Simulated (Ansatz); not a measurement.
Relaxed GaP (zinc blende):

```yaml
crystal:
  lattice:
    - [0.00000, 5.50603, 5.50603]
    - [2.75302, 0.00000, 2.75302]
    - [2.75302, 2.75302, 0.00000]
  atoms:
    - { symbol: P, position: [0.37500, 0.75000, 0.75000] }
    - { symbol: P, position: [0.87500, 0.75000, 0.75000] }
    - { symbol: Ga, position: [0.00000, 0.00000, 0.00000] }
    - { symbol: Ga, position: [0.50000, 0.00000, 0.00000] }
```

A phonon eigenvector at L = (0.5, 0.0, 0.0) is frozen into this cell: atom i moves by Q times the vector below, so Q is the largest atomic displacement, in Å. The cell is held. (q is in reciprocal vectors of the primitive cell; the cell shown is doubled to hold the pattern.)

```
atom       x       y       z
----  ------  ------  ------
P1    -0.577   0.577   0.577
P2     0.577  -0.577  -0.577
Ga3    0.044  -0.044  -0.044
Ga4   -0.044   0.044   0.044
```

Level of theory: PBE (plane waves to 420 eV, PAW, scalar-relativistic; Ansatz, a first-principles code). k mesh 5×10×10 (Γ-centred), Fermi-Dirac smearing 0.05 eV. GaP was relaxed with its symmetry unable to fall.

At one point of the scan the forces (eV/Å) are:

| atom | Fx | Fy | Fz |
|---|---|---|---|
| P1 | 0.963 | -0.963 | -0.963 |
| P2 | -1.361 | 1.361 | 1.361 |
| Ga3 | -0.035 | 0.035 | 0.035 |
| Ga4 | 0.433 | -0.433 | -0.433 |

Which point is it?
A. Q = 0.047 Å
B. Q = 0.140 Å
C. Q = 0.233 Å
D. Q = 0.280 Å

B, Q = 0.140 Å

(A displaced cell: forces are minus the slopes of the energy, force constants its curvatures, and phonons follow from these.)
